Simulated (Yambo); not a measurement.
A G0W0@PBEsol run in Yambo for TlCl3 (space group C2/m, No. 12) (2×2×2 Γ-centred k mesh, 331 bands and a 7 Ry block in the screening, 331 bands in G with the Bruneval-Gonze terminator, plasmon pole fitted at 27.2 eV) gives these matrix elements, in eV, at the band edges ((-0.5, -0.5, 0) → Γ):

```csv
state,E0,<Vxc>,<Σx>,<Σc(E0)>,Z
valence edge,0.000,-14.454,-19.013,3.036,0.773
conduction edge,1.985,-13.393,-10.469,-2.426,0.808
```

Question: Solve the linearised quasiparticle equation for both states, give the gap, and say how exchange and correlation each act on it.

Answer: E = E0 + Z(Σx + Σc − Vxc). Valence: 0.000 + 0.773 × (-19.013 + (3.036) − (-14.454)) = -1.18 eV. Conduction: 1.985 + 0.808 × (-10.469 + (-2.426) − (-13.393)) = 2.39 eV. The gap is 3.56 eV, against 1.99 eV in PBEsol. Replacing Vxc by bare exchange alone would open it by 7.48 eV; correlation takes back 5.46 eV of that, and Z scales what is left. Nearest settings tried, and what they do to the gap: 212 bands in G: +6 meV; 123 bands in W, 123 bands in G: +117 meV; 3 Ry block (137 vectors against 475): -149 meV. Not varied: mesh. So the settings aren't converged at that level. The k mesh is coarse. Among the k points computed, the smallest G0W0 gap is 3.40 eV, (0, 0, -0.5) → Γ. Spin-orbit coupling is left out; with 6p states at a band edge it can lower the gap by many tenths of an eV, most of a small gap.

The standard potential for Tl keeps a d shell in the valence without the s and p states of that shell. In tests on such compounds this moved G0W0 gaps by up to about 0.9 eV, so absolute quasiparticle energies here are unreliable; differences between settings are what counts.

Geometry relaxed with PBE+D3(BJ); primitive cell a = 6.633 Å, b = 6.633 Å, c = 6.362 Å, α = 99.75°, β = 99.75°, γ = 119.95°.

The structure is a Materials Project entry; no match was found in the copy of COD used, and its stability was not checked.
